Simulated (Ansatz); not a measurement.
MoSe:
```
MoSe
1.0
    3.13471     0.00000     0.00000
    0.00000     3.13471     0.00000
    0.00000     0.00000     3.13471
Mo Se
1 1
Direct
  0.00000   0.00000   0.00000
  0.50000   0.50000   0.50000
```

Relaxed with r²SCAN. Special points in fractions of this cell's reciprocal vectors: Γ (0.000, 0.000, 0.000); X (0.000, 0.500, 0.000); M (0.500, 0.500, 0.000); R (0.500, 0.500, 0.500).

### Question
List the band energies nearest the Fermi level at these points for r²SCAN in the plane-wave PAW code Ansatz.

### Answer
In eV from the Fermi level; about four levels below and three above (degenerate sets whole), none deeper than 8.9 eV; points with the same levels are listed once.

| k | below | above |
|---|---|---|
| Γ | -3.88 -3.88 -2.13 -2.13 -2.13 | 0.61 0.61 0.61 |
| X | -4.05 -4.05 -2.93 | 0.94 1.92 4.38 4.38 |
| M | -3.45 -1.07 -1.07 -0.55 | 0.41 2.23 5.20 |
| R | -8.10 -8.10 -8.10 | 2.34 2.34 3.00 3.00 3.00 |

Space group Pm-3m (CsCl type). A made-up cell: these elements were put on the sites of a structure type; neither database checked (COD, Materials Project) lists it. Its standing as an ambient phase is unchecked. Symmetry was held in the r²SCAN relaxation; its stability against distortions is not shown here. No spin polarisation was allowed. Spin–orbit coupling is left out wherever it is not named.

Potentials: the earlier of the program's two PAW sets.
